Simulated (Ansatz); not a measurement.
Q: Name crystals whose computed values (r²SCAN (plane waves, PAW; program Ansatz)) fall in these windows: G_Hill (GPa) 24 to 35; highest Γ mode, no LO–TO term (cm⁻¹) 24 to 30.

A: 

```tsv
crystal	G_Hill (GPa)	highest Γ mode, no LO–TO term (cm⁻¹)
PbSe, rock salt	29.5	26
```
Others may fit too.

The cell was relaxed under the symmetry of its start. Scalar-relativistic: spin–orbit coupling is off unless named, which matters more the heavier the elements.

Potentials: the later of the program's two PAW sets.
